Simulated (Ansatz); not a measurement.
## YSi₂Pd₂: reading a single point

```
CELL_PARAMETERS angstrom
0.00000 4.11856 0.00000
4.11856 0.00000 0.00000
2.05928 2.05928 -4.91332
ATOMIC_POSITIONS crystal
Y 0.00000 0.00000 0.00000
Pd 0.75000 0.25000 0.50000
Pd 0.25000 0.75000 0.50000
Si 0.37500 0.37500 0.25000
Si 0.62500 0.62500 0.75000
```

The numbers come from plane-wave PAW DFT (Ansatz): PBEsol, no spin polarisation, 420 eV, 9×9×9 Γ-centred k points, gaussian occupations (width 0.2967 eV). Nothing was relaxed.

**Electronic structure.** It is a metal, with about 2.4 states/eV a cell as the mean within 0.25 eV of the Fermi level, mostly Si p (31 %), Y d (30 %) and Pd d (28 %).
**Forces.** The largest is on Si4 (and as large on other atoms): 1.23 eV/Å, components (0.00, 0.00, 1.23). It makes 121° with the line to a nearest neighbour, Pd2 at 2.40 Å.
**Stress.** The pressure is 1.6 GPa (compression positive), so with the atoms held at these fractions the cell would first expand; the forces are large, so a full relaxation may end otherwise. The principal stresses -0.3, 2.5, 2.5 GPa differ, so its shape would change too.
**Charges.** Bader charges in e: Y +1.65, Si +0.14, Pd -0.96. In the mean Y gives up most and Pd takes most.

Origin: a database entry at a rescaled volume. Caveats: wide smearing.
